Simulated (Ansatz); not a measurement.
SrO (rock salt)

```
SrO
1.0
    0.00000     2.57997     2.57997
    2.57997     0.00000     2.57997
    2.57997     2.57997     0.00000
O Sr
1 1
Direct
  0.00000   0.00000   0.00000
  0.50000   0.50000   0.50000
```

The slice is a {110} plane (indices of the conventional cell) through the point (0.500, 0.500, 0.500) (fractional), spanned by u = [100] and v = [1 -1 -1] in vectors of this cell: u (3.65 Å) and v (5.16 Å, at 90° to u). It covers one period; positions are fractions (u, v).

The numbers are results of r2SCAN (plane waves to 500 eV, PAW, scalar-relativistic; Ansatz, an electronic-structure program), not measurements. k mesh 11×11×11. These are valence fields of a PAW run, semicore shells included where kept as valence: close to a nucleus they are smooth pseudo fields. SrO was relaxed with its symmetry unable to fall.

### Question
What is the valence density on the shortest O–Sr line in this plane (2.58 Å), at its minimum between the atoms?

### Answer
0.22 e/Å³.

### Question
What is the ELF at the density minimum of the shortest O–Sr line in this plane (2.58 Å)?

### Answer
0.1.

### Question
Sketch the electrostatic potential energy of an electron, from the cell's mean on this plane as a map.

### Answer
```
|xxxxx :+**+: xxxx|
|xxxxx -+**+- xxxx|
|xxxx  =*##*=  xxx|
|xxx  -+*##*+-  xx|
|   .-+*####*+-.  |
|-==+**######**+==|
|##%%%%######%%%%#|
|xxx@@@%####%@@@xx|
|xxxx@@%####%@@xxx|
|xxxxx@%####%@xxxx|
|xxxxx@%####%@xxxx|
|xxxxx@%####%@xxxx|
|xxxxx@%####%@xxxx|
|xxxxx@%####%@xxxx|
|xxxx@@%####%@@xxx|
|xxx@@@%####%@@@xx|
|##%%%%######%%%%#|
|-==+**######**+==|
|   .-+*####*+-.  |
|xxx  -+*##*+-  xx|
|xxxx  =*##*=  xxx|
|xxxxx -+**+- xxxx|
|xxxxx :+**+: xxxx|
|xxxxx :+**+: xxxx|
```
Scale: ten equal steps from 2.00 (start of ' ') to 10.67 (end of '@'), in the order ' .:-=+*#%@'. Values: electrostatic potential energy of an electron, from the cell's mean, in eV. The map has 17 points along u (one character each, u = 0 at the left) and 24 along v (v = 0 in the bottom row). Points within 1 Å of a nucleus are blanked (x), as the pseudised field means little there. Values under 2 eV are set to 2. The zero, the cell's mean, hangs on the PAW cores.
